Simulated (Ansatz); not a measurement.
Several inputs for ZnS with Ag replacing Zn

Cell: a supercell of ZnS (space group P6_3mc) built from a COD entry, with all atoms left at the host's positions.

Space group P31m (No. 157); a = 6.6211, c = 12.5200 Å, γ = 120.00°.

| site | Wyckoff | site symmetry | x | y | z |
| --- | --- | --- | --- | --- | --- |
| Zn1 | 3c | ..m | 0.6667 | 0.6667 | 0.0000 |
| Zn4 | 3c | ..m | 0.6667 | 0.6667 | 0.5000 |
| Ag | 1a | 3.m | 0.0000 | 0.0000 | 0.2500 |
| Zn8 | 2b | 3.. | 0.3333 | 0.6667 | 0.2500 |
| Zn10 | 3c | ..m | 0.0000 | 0.6667 | 0.7500 |
| S13 | 3c | ..m | 0.6667 | 0.6667 | 0.1875 |
| S16 | 3c | ..m | 0.6667 | 0.6667 | 0.6875 |
| S19 | 1a | 3.m | 0.0000 | 0.0000 | 0.4375 |
| S20 | 2b | 3.. | 0.3333 | 0.6667 | 0.4375 |
| S22 | 3c | ..m | 0.0000 | 0.6667 | 0.9375 |

One atom of each set is listed.

Reference run. Level of theory: DFT, PBE, plane waves and PAW, scalar-relativistic, 420 eV cutoff, Γ-centred 3×3×2 k-points, Fermi–Dirac smearing 0.01 eV, cell charge -1 (Ansatz 0.2.0).

It gives V_zz (10²¹ V/m²) Ag 1.81 (η 0.00), S13 -3.90 (η 0.78), Zn8 1.56 (η 0.00), among others. Each of these runs changes the input as listed (caps on SCF iterations aside):

A. total_charge: -1 → -2
B. hamiltonian.hubbard: not typed → {sites: [{species: Ag, l: d, u_eff: 1.0}], double_counting: amf}; basis.ecutwfc: not typed → 450 eV; hamiltonian.pseudopotentials: {kind: paw} → {kind: nc, accuracy: standard}

**Question.** Which of these changes matter for the gradients?

**Answer.** 

```tsv
run	Ag V_zz (η)	S13 V_zz (η)	Zn8 V_zz (η)	largest change of a gradient tensor, all atoms	note
A	0.95 (0.00)	-3.62 (0.56)	1.07 (0.00)	0.86	converged; cell charge -2 on a uniform background; no gap left; odd number of electrons without spin polarisation
B	–	–	–	–	refused: output.efg without hamiltonian.pseudopotentials.kind: paw|paw_fr|all_electron or hamiltonian.pseudopotentials.kind: all_electron — the all-electron EFG reconstruction …
```

Run A moves a gradient tensor by up to 0.86, on Ag (V_zz from 1.81 to 0.95); against its own size the tensor moves most on S22 among sites above 0.3 (by 0.29, V_zz from 0.53 to 0.29).

On the reference run: The defect repeats with the cell of 24 atoms, so it feels its images: sites between two images don't show the values beside a lone defect, and zeros or small values of η there can come from the images' arrangement. S and Zn carry a gradient in the pure host already, so the values there aren't the defect's effect alone. A uniform background compensates the cell's charge. Without spin–orbit coupling (the program notes it for Ag) the gradients can shift somewhat, as the gap is small. The neighbours have not yet relaxed around the defect (largest force 1.7 eV/Å), so a real crystal will differ.
